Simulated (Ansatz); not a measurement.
Ge:
```cif
data_Ge8
_chemical_formula_sum 'Ge8'
_space_group_name_H-M_alt 'I4/mmm'
_space_group_IT_number 139
_space_group_name_Hall '-I 4 2'
_cell_length_a 6.94737
_cell_length_b 6.94737
_cell_length_c 4.01192
_cell_angle_alpha 90.000
_cell_angle_beta 90.000
_cell_angle_gamma 90.000
loop_
_atom_site_label
_atom_site_type_symbol
_atom_site_symmetry_multiplicity
_atom_site_Wyckoff_symbol
_atom_site_fract_x
_atom_site_fract_y
_atom_site_fract_z
_atom_site_occupancy
Ge1 Ge 8 h 0.17865 0.17865 0.00000 1
```
(The calculation used a cell of 4 atoms; values per cell refer to that cell.)

Relaxed at zero pressure with PBEsol in the plane-wave PAW code Ansatz.

The volume is raised by 6 % and shape and atoms relax at that volume. What pressure results, and how do the axes share the change?

-3.1 GPa; a 2.1 %, b 2.1 %, c 1.7 %; the energy rises by 15 meV/atom.

Give the new structure.


Space group I4/mmm (No. 139); a = b = 7.0929 Å, c = 4.0800 Å, α = β = γ = 90.00°

| atom | site | symmetry | x | y | z |
|---|---|---|---|---|---|
| Ge | 8h | m.2m | 0.1781 | 0.1781 | 0.0000 |

The phase is kept; no other phase was compared at this pressure.

The start of the workflow was typed in or built on a structure type; neither database checked (COD, Materials Project) lists it. It is not the phase usual at ambient conditions (space group No. 227). The cell was relaxed with PBEsol under the symmetry of its start; of distortions, only those at the zone centre were tested. The volume moved by 28 % from the start of the relaxation.

Potentials: the later of the program's two PAW sets.
